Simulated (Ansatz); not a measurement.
Values for one crystal, relaxed and computed with plane-wave PAW r²SCAN (Ansatz code); other levels are named.

| Quantity | Value |
|---|---|
| Volume per atom | 29.95 Å³ |
| Band gap | 1.81 eV (smallest direct gap 1.83 eV) |
| Electron effective mass | 1.1, 1.3, 2.5 mₑ (principal values) |
| Valence-band maximum | at H |
| Formation energy from the elements (no fitted shifts) | -0.66 eV/atom |
| HSE06 gap on the r²SCAN cell | 2.39 eV |
| Bulk modulus (Birch–Murnaghan fit) | 243 kbar |

Task: Which of these materials gives this?
A) BaMg2FeH8, P-3m1 (Pearson symbol hP12)
B) Cs2PdBr6, Fm-3m (Cs on 8c, Pd on 4a, Br on 24e)
C) Tl3VSe4, I-43m (V on 2a, Tl on 6b, Se on 8c)
D) ZnSe, zinc blende

Result: C, Tl3VSe4, I-43m (V on 2a, Tl on 6b, Se on 8c)

The first step of the workflow began from a Materials Project structure, measured or hypothetical; the Crystallography Open Database copy checked does not list it. Whether it is the stable phase at ambient conditions was not checked. The r²SCAN relaxation kept the symmetry of its start; its stability against distortions is not shown here. The run is not spin-polarised. The references are the lowest solids computed at this level, not always the standard phases. Scalar-relativistic: spin–orbit coupling is off unless named, which matters more the heavier the elements.

Potentials: the later of the program's two PAW sets.
